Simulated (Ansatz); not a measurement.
Relaxed HfO₂ (tetragonal-ZrO2 type, space group P4_2/nmc):

```
CELL_PARAMETERS angstrom
      3.56753     0.00000     0.00000
      0.00000     3.56753     0.00000
      0.00000     0.00000     5.16669
ATOMIC_POSITIONS crystal
  Hf 0.00000 0.00000 0.00000
  Hf 0.50000 0.50000 0.50000
  O  0.00000 0.50000 0.20010
  O  0.00000 0.50000 0.70010
  O  0.50000 0.00000 0.29990
  O  0.50000 0.00000 0.79990
```

In this cell atom 4 (O, nearest neighbour Hf at 2.062 Å; its periodic images, 3.6 Å or more away, move with it) is moved by s towards the nearest neighbour, unit vector (-0.865, 0.000, -0.501); all other atoms and the cell stay fixed.

Calculation: PBEsol (plane waves to 420 eV, PAW, scalar-relativistic; Ansatz, a first-principles code). k mesh 8×8×5 (Γ-centred), Fermi-Dirac smearing 0.05 eV. The energy includes the smearing's −TS. Left out: 3 of 11 points, with atoms too close for the PAW data. HfO2 is run without spin polarisation. HfO2 was relaxed with its symmetry unable to fall. Spin-orbit coupling is left out, though Hf is heavy. The PAW data are Ansatz's earlier set. This is a high-temperature form of HfO2. The zero of ΔE is the undisplaced structure.

```
s (Å)   ΔE (meV/cell)
------  -------------
-0.620           2112
-0.496           1460
-0.372            891
-0.248            433
-0.124            119
0.000               0
0.124        withheld
0.248             691
```

Task: Fit a polynomial form (powers 2, 3, 4) to the given rows and predict ΔE at s = 0.124.

Result: Least squares on the 7 given rows: ΔE = (8906)·s² + (8214)·s³ + (4387)·s⁴, in meV/cell with s in Å; root-mean-square residual 3.7 meV/cell. At 0.124 the fit gives 154 meV/cell; the calculation gives 150 meV/cell, so the interpolation is off by 4 (+2.7 %). The quadratic term alone would give 137 meV/cell.

(For displaced atoms, the force is minus the slope of the energy, and its curvature is a force constant, which sets phonon frequencies.)
